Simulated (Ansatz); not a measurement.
The start is a relaxed SiRu cell deformed by the Cartesian strain tensor (xx, yy, zz, yz, xz, xy) = (0.052, -0.100, 0.047, 0.016, -0.007, -0.057). The cell and all atomic positions are relaxed at zero pressure with r2SCAN (plane waves to 500 eV, PAW, scalar-relativistic; Ansatz, a quantum-chemistry and plane-wave program). The first steps use a coarse 5×6×5 k-mesh.

Initial structure:
```
CELL_PARAMETERS angstrom
      4.94938    -0.26817    -0.03293
     -0.26817     4.23426     0.07528
     -0.03293     0.07528     4.92585
ATOMIC_POSITIONS crystal
  Ru 0.12942 0.12942 0.12942
  Ru 0.62942 0.37058 0.87058
  Ru 0.87058 0.62942 0.37058
  Ru 0.37058 0.87058 0.62942
  Si 0.83761 0.83761 0.83761
  Si 0.33761 0.66239 0.16239
  Si 0.16239 0.33761 0.66239
  Si 0.66239 0.16239 0.33761
```

Question: How large is the pressure on the unrelaxed cell, and of which sign?

Answer: +11.9 GPa (positive: the cell is compressed).

Question: What is the largest force in the starting geometry, and on which atom (counted from 1)?

Answer: 2.51 eV/Å, on Ru2 (atoms numbered as listed).

Question: How much energy is released per atom?

Answer: 0.27 eV/atom.

Question: How does the volume change?

Answer: +1.3 %, from 12.86 to 13.02 Å³/atom.

Question: Is the parent structure recovered?

Answer: It returns to the parent structure, P2₁3 (No. 198).

Question: How do the shortest distances between atoms change?

Answer: The closest pairs of elements (up to four, under 3.6 Å), start → end: Ru–Si 2.13 → 2.38 Å; Ru–Ru 2.61 → 2.88 Å; Si–Si 2.64 → 2.92 Å.

Question: What band gap does the relaxed structure have at this level?

Answer: 0.31 eV, indirect (valence top at k = (0, 0, 0.2), conduction bottom at k = (0, 0.2, 0.3)) (no spin-orbit coupling).

It ends as:

```cif
data_Ru4Si4
_chemical_formula_sum 'Ru4 Si4'
_space_group_name_H-M_alt 'P213'
_space_group_IT_number 198
_space_group_name_Hall 'P 2ac 2ab 3'
_cell_length_a 4.70479
_cell_length_b 4.70479
_cell_length_c 4.70479
_cell_angle_alpha 90.000
_cell_angle_beta 90.000
_cell_angle_gamma 90.000
loop_
_atom_site_label
_atom_site_type_symbol
_atom_site_symmetry_multiplicity
_atom_site_Wyckoff_symbol
_atom_site_fract_x
_atom_site_fract_y
_atom_site_fract_z
_atom_site_occupancy
Ru1 Ru 4 a 0.62941 0.62941 0.62941 1
Si1 Si 4 a 0.33762 0.33762 0.33762 1
```

Final values are on a 10×10×10 k-mesh of the relaxed cell. No spin polarisation in the result.

The first start was generated by placing the elements on the sites of a structure type. Materials Project lists a structure of SiRu in the same space group, P2₁3 (No. 198); the sites were not compared with it, nor with measured phases.
